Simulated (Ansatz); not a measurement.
Data:

BeS:
```xyz
2
Lattice="2.9256 0.0000 0.0000 0.0000 2.9256 0.0000 0.0000 0.0000 2.9256" Properties=species:S:1:pos:R:3 pbc="T T T"
Be     0.0000     0.0000     0.0000
S      1.4628     1.4628     1.4628
```

This is the PBE-relaxed structure.

### Question
All from PBE in the plane-wave PAW code Ansatz, unless another level is named. Predict the electronic character.

### Answer
metallic (no gap).

### Question
And the density of states at the Fermi level?

### Answer
0.48 states/eV per atom (mean over ±0.08 eV).

### Question
And the formation energy from the elements (no fitted shifts)?

### Answer
0.45 eV/atom.

Space group Pm-3m (CsCl type). A made-up cell: these elements were put on the sites of a structure type; neither database checked (COD, Materials Project) lists it. COD files the formula under space group No. 216, so this cell is another polymorph or a model. Its standing as an ambient phase is unchecked. Symmetry was held in the PBE relaxation; its stability against distortions is not shown here. The references are the lowest solids computed at this level, not always the standard phases.

Potentials: the later of the program's two PAW sets.
